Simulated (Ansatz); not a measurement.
Zr₂SiN:
Space group P6₃/mmc (No. 194); a = b = 3.2616 Å, c = 13.4802 Å, α = β = 90.00°, γ = 120.00°

```json
[
 {"atom": "Zr", "site": "4f", "symmetry": "3m.", "x": "0.3333", "y": "0.6667", "z": "0.0954"},
 {"atom": "Si", "site": "2d", "symmetry": "-6m2", "x": "0.6667", "y": "0.3333", "z": "0.2500"},
 {"atom": "N", "site": "2a", "symmetry": "-3m.", "x": "0.0000", "y": "0.0000", "z": "0.0000"}
]
```

Relaxed at zero pressure with PBE (plane waves, PAW; program Ansatz).

Question: The volume is raised by 3 % and shape and atoms relax at that volume. What pressure results, and how do the axes share the change?

Answer: -4.5 GPa; a 1.2 %, b 1.2 %, c 0.6 %; the energy rises by 7 meV/atom.

Question: Give the new structure.

Answer: 
Space group P6₃/mmc (No. 194); a = b = 3.300 Å, c = 13.561 Å, α = β = 90.00°, γ = 120.00°

| atom | site | symmetry | x | y | z |
|---|---|---|---|---|---|
| Zr | 4f | 3m. | 0.3333 | 0.6667 | 0.0948 |
| Si | 2d | -6m2 | 0.6667 | 0.3333 | 0.2500 |
| N | 2a | -3m. | 0.0000 | 0.0000 | 0.0000 |

The phase is kept; no other phase was compared at this pressure.

Space group P6_3/mmc. The start of the workflow was typed in or built on a structure type; neither database checked (COD, Materials Project) lists it. Whether it is the stable phase at ambient conditions was not checked. The cell was relaxed with PBE under the symmetry of its start; whether a distortion lowers the energy is not shown. No spin polarisation was allowed.

Potentials: the earlier of the program's two PAW sets.
